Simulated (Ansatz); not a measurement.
An Ansatz (a first-principles code) run. Input:

Ansatz 0.2 input:
```yaml
crystal:
  lattice:
    - [3.9409282073, 0.0, 0.0]
    - [0.0, 3.9409282073, 0.0]
    - [0.0, 0.0, 8.0164183428]
  atoms:
    - { symbol: Ba, position: [0.0, 0.0, 0.0114345023] }
    - { symbol: O, position: [0.5, 0.5, 0.9955169249] }
    - { symbol: Ti, position: [0.5, 0.5, 0.2741722624] }
    - { symbol: O, position: [0.5, 0.0, 0.2605780578] }
    - { symbol: O, position: [0.0, 0.5, 0.2605780578] }
    - { symbol: Sr, position: [0.0, 0.0, 0.5140875416] }
    - { symbol: O, position: [0.5, 0.5, 0.5015129743] }
    - { symbol: Ti, position: [0.5, 0.5, 0.7622031922] }
    - { symbol: O, position: [0.5, 0.0, 0.7435597432] }
    - { symbol: O, position: [0.0, 0.5, 0.7435597432] }
kpoints:
  mp_grid: { grid: [7, 7, 4] }
hamiltonian:
  xc: r2scan
  pseudopotentials: { azcp: { folder: ./paw }, kind: paw }
scf:
  occupations: { method: fixed }
elastic: { mode: relaxed_ion, stencil: two_point, amplitude: 0.005, f_tol: 0.0005 }
output: { polarization: {} }
```

Output (shortened):

```
Pseudopotential: Ba, paw, valence charge 10
Pseudopotential: O, paw, valence charge 6
Pseudopotential: Ti, paw, valence charge 12
Pseudopotential: Sr, paw, valence charge 10
Functional definition: r2SCAN
Crystal: 10 atoms, lattice volume = 124.502 Å³
Basis set: ecut = 500 eV, 3141 PW (Γ), exchange–correlation on 120×120×240 points (64 copies of the dense FFT grid, shifted against one another)
Bands: 50, of which v1, the nominal top of the filled ones, is band 40 counted from 1 (39 counted from 0)
Symmetry: 8 space group operations
Space group: P4mm (ITA 99), of the structure as read, at distance tolerance 5.0e-5 Å
k-points: 30 of 196 (time reversal used)
SCF 1 converged in 17 iterations: F = -17958.683786 eV  dr2 = 6.31e-14
relax step   1: F+E_penalty+E_count = -17958.68378595 eV  Δ(F+E_penalty+E_count) = +0.000e0 eV  max|allowed force component| = 1.981e-3 eV/Å  Δτ_max = 0.0000 Å  (17 SCF iters, accepted)
Crystal: 10 atoms, lattice volume = 124.502 Å³
SCF 2 converged in 13 iterations: F = -17958.683786 eV  dr2 = 3.06e-14
relax step   2: F+E_penalty+E_count = -17958.68378605 eV  Δ(F+E_penalty+E_count) = -9.867e-8 eV  max|allowed force component| = 1.702e-3 eV/Å  Δτ_max = 0.0002 Å  (13 SCF iters, accepted)
Crystal: 10 atoms, lattice volume = 124.502 Å³
SCF 3 converged in 9 iterations: F = -17958.683786 eV  dr2 = 3.96e-14
relax step   3: F+E_penalty+E_count = -17958.68378611 eV  Δ(F+E_penalty+E_count) = -6.337e-8 eV  max|allowed force component| = 1.986e-3 eV/Å  Δτ_max = 0.0002 Å  (9 SCF iters, accepted)
Crystal: 10 atoms, lattice volume = 124.502 Å³
SCF 4 converged in 10 iterations: F = -17958.683786 eV  dr2 = 1.05e-14
relax step   4: F+E_penalty+E_count = -17958.68378624 eV  Δ(F+E_penalty+E_count) = -1.330e-7 eV  max|allowed force component| = 1.791e-3 eV/Å  Δτ_max = 0.0002 Å  (10 SCF iters, accepted)
Crystal: 10 atoms, lattice volume = 124.502 Å³
SCF 5 converged in 9 iterations: F = -17958.683787 eV  dr2 = 9.70e-14
relax step   5: F+E_penalty+E_count = -17958.68378650 eV  Δ(F+E_penalty+E_count) = -2.583e-7 eV  max|allowed force component| = 2.741e-4 eV/Å  Δτ_max = 0.0001 Å  (9 SCF iters, accepted)
Crystal: 10 atoms, lattice volume = 124.502 Å³
SCF 6 converged in 11 iterations: F = -17958.683787 eV  dr2 = 3.46e-14
Crystal: 10 atoms, lattice volume = 124.502 Å³
SCF 7 converged in 2 iterations: F = -17958.683787 eV  dr2 = 8.29e-15
Crystal: 10 atoms, lattice volume = 123.880 Å³
Basis set: ecut = 500 eV, 3125 PW (Γ), exchange–correlation on 120×120×240 points (64 copies of the dense FFT grid, shifted against one another)
Symmetry: 4 space group operations
k-points: 48 of 196 (time reversal used)
SCF 8 converged in 15 iterations: F = -17958.680549 eV  dr2 = 5.43e-14
relax step   1: F+E_penalty+E_count = -17958.68054875 eV  Δ(F+E_penalty+E_count) = +0.000e0 eV  max|allowed force component| = 2.264e-2 eV/Å  Δτ_max = 0.0000 Å  (15 SCF iters, accepted)
Crystal: 10 atoms, lattice volume = 123.880 Å³
SCF 9 converged in 12 iterations: F = -17958.680614 eV  dr2 = 1.77e-14
relax step   2: F+E_penalty+E_count = -17958.68061447 eV  Δ(F+E_penalty+E_count) = -6.572e-5 eV  max|allowed force component| = 1.335e-2 eV/Å  Δτ_max = 0.0026 Å  (12 SCF iters, accepted)
Crystal: 10 atoms, lattice volume = 123.880 Å³
[...]
SCF 76 converged in 2 iterations: F = -17958.682539 eV  dr2 = 1.00e-14
WARN: C44 and the rest of its column (C14 to C64, from strain 23), every constant that the crystal's symmetry builds from them, which can be the whole tensor …
SCF converged after 2 iterations
Stability not checked: this state was not tested for a lower state beside it, because too few of the mixer's solves of this state at the end of the SCF gave a …
Free energy (F): -17958.683787 eV
Harris-Foulkes:  -17958.683787 eV  (|F-HF|=3.64e-12)
Internal energy: -17958.683787 eV  (E = F + TS)
E sigma→0 (E₀):  -17958.683787 eV
Fermi energy:    9.687332 eV
--- Per-component energies (eV) ---
  E_band       = -423.354697
  E_kinetic    = 1976.514831
  E_local      = -4685.029857  (includes V_loc(G=0)·N_el)
  E_nonlocal   = 746.249209
  E_hartree    = 1712.033944
  E_xc         = -1008.537488
  E_vxc        = -1257.510989  (∫ρ·V_xc dr)
  E_paw        = -11020.057082  (= ΣΔE_a)
  E_vpaw       = -703.873957  (= ΣTr[D̂ρ^β])
  E_aug_tail   = 0.001607  (compensation charges beyond the density's cutoff)
  E_vtau       = 76.226572  (kinetic-family band-sum trace: ∫τ·v_τ [+ j·A + Jᵃ·Aᵃ] dr)
  E_ewald      = -5679.084774
  E_core_change = -0.774177  (= ΣΔE_core)
  E_smearing   =  0.000000  (= −TS)
  E_closure    = 0.000000  (closes the sum)
  Σ components = -17958.683787   (vs F -17958.683787, Δ=0.00e0)
--- Forces (eV/Å), atoms counted from 1 ---
  atom   1  Ba     0.00000000     0.00000000    -0.00016598
  atom   2  O      0.00000000     0.00000000    -0.00011605
  atom   3  Ti     0.00000000     0.00000000     0.00005959
  atom   4  O      0.00000000     0.00000000     0.00017974
  atom   5  O      0.00000000     0.00000000     0.00017974
  atom   6  Sr     0.00000000     0.00000000     0.00005059
  atom   7  O      0.00000000     0.00000000    -0.00023765
  atom   8  Ti     0.00000000     0.00000000     0.00018217
  atom   9  O      0.00000000     0.00000000     0.00011728
  atom  10  O      0.00000000     0.00000000     0.00011728
  max |Σ_I F_I| component: 3.67e-4 eV/Å
--- Stress (GPa, compression-positive) ---
       -0.006036       0.000000       0.000000
        0.000000      -0.006036       0.000000
        0.000000       0.000000      -0.010779
  P = ⅓ Tr σ = -0.0076 GPa (-0.076 kbar)
--- Band table (eV; the first three rows and the last of 30) ---
  k-point 0: bands = ["-48.9340", "-48.9329", "-24.2474", "-24.1566", "-24.0993", "-24.0993", "-24.0894", "-24.0894", "-23.9126", "-15.6829", "-8.5597", "-8.4040", "-7.6407", "-7.5638", "-7.5309", "-7.3239", "-5.3064", "-5.3064", "-5.0470", "-0.3953", …
  k-point 1: bands = ["-48.9340", "-48.9330", "-24.2410", "-24.1638", "-24.0992", "-24.0992", "-24.0895", "-24.0895", "-23.9119", "-15.6830", "-8.5287", "-8.3955", "-7.6430", "-7.5602", "-7.5346", "-7.3793", "-5.3064", "-5.3064", "-5.0340", "-0.3959", …
  k-point 2: bands = ["-48.9339", "-48.9331", "-24.2332", "-24.1725", "-24.0992", "-24.0992", "-24.0895", "-24.0895", "-23.9112", "-15.6832", "-8.4876", "-8.3973", "-7.6302", "-7.5550", "-7.5398", "-7.4493", "-5.3063", "-5.3063", "-5.0211", "-0.3965", …
  k-point 29: bands = ["-48.9321", "-48.9313", "-24.2124", "-24.1627", "-24.1605", "-24.1597", "-24.1516", "-24.1506", "-23.8944", "-15.4820", "-7.8703", "-7.6430", "-7.4871", "-7.4531", "-7.3440", "-7.3354", "-5.3683", "-5.2524", "-5.2224", "-0.9712", …
--- Elastic constants: 4 strain directions × 2 members + reference (group order 8) ---
  dense FFT box of the reference and of every strained cell: 30×30×60
  strains applied: 11, 33, 23, 12; error gains …
  reference relaxed by the batch: 5 steps …
  largest displacement 2.3e-4 Å; the constants are those of the deck's cell at these positions:
  atoms:
    - { symbol: Ba, position: [0.0, 0.0, 0.011421961512538457] }
    - { symbol: O, position: [0.5, 0.5, 0.9955337196470276] }
    - { symbol: Ti, position: [0.5, 0.5, 0.27415023472297534] }
    - { symbol: O, position: [0.5, 0.0, 0.26059119037954137] }
    - { symbol: O, position: [0.0, 0.5, 0.26059119037954137] }
    - { symbol: Sr, position: [0.0, 0.0, 0.5140583751560562] }
    - { symbol: O, position: [0.5, 0.5, 0.5015204561357217] }
    - { symbol: Ti, position: [0.5, 0.5, 0.7621866564554415] }
    - { symbol: O, position: [0.5, 0.0, 0.7435746076555783] }
    - { symbol: O, position: [0.0, 0.5, 0.7435746076555783] }
  C = ∂σ_k/∂η_j (tension-positive GPa; Voigt order 11 22 33 23 13 12):
       316.773    116.124     92.385      0.000      0.000      0.000
       116.124    316.773     92.385      0.000      0.000      0.000
        92.453     92.453    151.076      0.000      0.000      0.000
         0.000      0.000      0.000     51.922      0.000      0.000
         0.000      0.000      0.000      0.000     51.922      0.000
         0.000      0.000      0.000      0.000      0.000    126.819
  reference stress σ⁰ (GPa):      0.006      0.006      0.011      0.000      0.000      0.000
  moduli (Voigt/Reuss/Hill, GPa): K = 154.06/132.24/143.15   G = 78.38/66.22/72.30   E = 185.64   ν = 0.284
  mechanically stable: yes (min eigenvalue of sym C = 51.92 GPa)
  e, the proper piezoelectric tensor (elastic.mode: relaxed_ion; C/m²; rows x y z; Voigt order 11 22 33 23 13 12):
       0.00000    0.00000    0.00000    0.00000   29.00962    0.00000
       0.00000    0.00000    0.00000   29.00962    0.00000    0.00000
       0.64951    0.64951    5.56120    0.00000    0.00000    0.00000
  ±, each entry's uncertainty from the finite density of the strings (C/m²), an estimate: the size of the correction for it that the entry includes:
       0.00000    0.00000    0.00000    0.00000    0.22222    0.00000
       0.00000    0.00000    0.00000    0.22222    0.00000    0.00000
       0.00366    0.00366    0.02052    0.00000    0.00000    0.00000
  harmonic check of the ions' relaxations: strain 23: 1 of 1 pair far from harmonic (see the warning)
  the stresses are not corrected for the forces that the relaxations left standing (`elastic.f_tol`)
  strain η (Voigt 11):  stress-route row diagonal C_11 = 316.77 GPa, energy-path curvature d²(F+E_count+ΔE)/dδ²/Ω₀ = 316.77 GPa
         δ    σ_11 (GPa)             F (eV)   n_scf  n_hpsi   n_pw
    -5.000e-3      -1.6173      -17958.6806417       2   18909   3166   relax 7 steps, max|allowed force component| 1.25e-4 eV/Å
     5.000e-3       1.5504      -17958.6807408       2   18864   3206   relax 9 steps, max|allowed force component| 1.47e-5 eV/Å
  strain η (Voigt 33):  stress-route row diagonal C_33 = 151.08 GPa, energy-path curvature d²(F+E_count+ΔE)/dδ²/Ω₀ = 150.96 GPa
         δ    σ_33 (GPa)             F (eV)   n_scf  n_hpsi   n_pw
    -5.000e-3      -0.7823      -17958.6823026       2   11781   3166   relax 8 steps, max|allowed force component| 1.02e-4 eV/Å
     5.000e-3       0.7284      -17958.6823385       2   11731   3206   relax 9 steps, max|allowed force component| 9.46e-5 eV/Å
  strain η (Voigt 23):  stress-route row diagonal C_44 = 51.92 GPa, energy-path curvature d²(F+E_count+ΔE)/dδ²/Ω₀ = -142.11 GPa
         δ    σ_23 (GPa)             F (eV)   n_scf  n_hpsi   n_pw
    -5.000e-3      -0.2596      -17958.6851587       2   23597   3186   relax 13 steps, max|allowed force component| 5.73e-5 eV/Å
     5.000e-3       0.2596      -17958.6851587       2   23506   3186   relax 13 steps, max|allowed force component| 5.73e-5 eV/Å
  strain η (Voigt 12):  stress-route row diagonal C_66 = 126.82 GPa, energy-path curvature d²(F+E_count+ΔE)/dδ²/Ω₀ = 126.82 GPa
         δ    σ_12 (GPa)             F (eV)   n_scf  n_hpsi   n_pw
    -5.000e-3      -0.6341      -17958.6825392       2   18851   3184   relax 1 steps, max|allowed force component| 2.63e-4 eV/Å
     5.000e-3       0.6341      -17958.6825392       2   18868   3184   relax 1 steps, max|allowed force component| 2.63e-4 eV/Å
--- Formal polarisation (Berry phase): one branch of a lattice of values; only differences between neighbouring runs are physical ---
  axis  mesh            electronic          ionic      p = total  spread (rad)  least overlap  resolved gap  δp at fixed H ≤   (phases in cycles; p mod 2 …
  b1    7×7×4           0.00000000    24.00000000    24.00000000      0.000000         0.9386        2.7200           8.2e-6
  b2    7×7×4           0.00000000    24.00000000    24.00000000      0.000000         0.9386        2.7200           8.2e-6
  b3    7×7×4          -0.41844783    38.72316069    38.30471287      0.432305         0.9609        2.7200           4.7e-6
  quantum along a1:   0.06330691 e/Å² =   101.428848 µC/cm²
  quantum along a2:   0.06330691 e/Å² =   101.428848 µC/cm²
  quantum along a3:   0.12877541 e/Å² =   206.320957 µC/cm²
  P = (  0.75968289,   0.75968289,   2.46635260) e/Å² = ( 1217.146176,  1217.146176,  3951.532501) µC/cm²  (mod the quanta)
```

Cost: very roughly 80 core-minutes on shared cores.

The start of the workflow was typed in or built on a structure type; neither database checked (COD, Materials Project) lists it. Its standing as an ambient phase is unchecked. The r²SCAN relaxation kept the symmetry of its start; its stability against distortions is not shown here. The run is not spin-polarised. Scalar-relativistic: spin–orbit coupling is off unless named, which matters more the heavier the elements.

Potentials: the earlier of the program's two PAW sets.

Ansatz is a plane-wave DFT program.
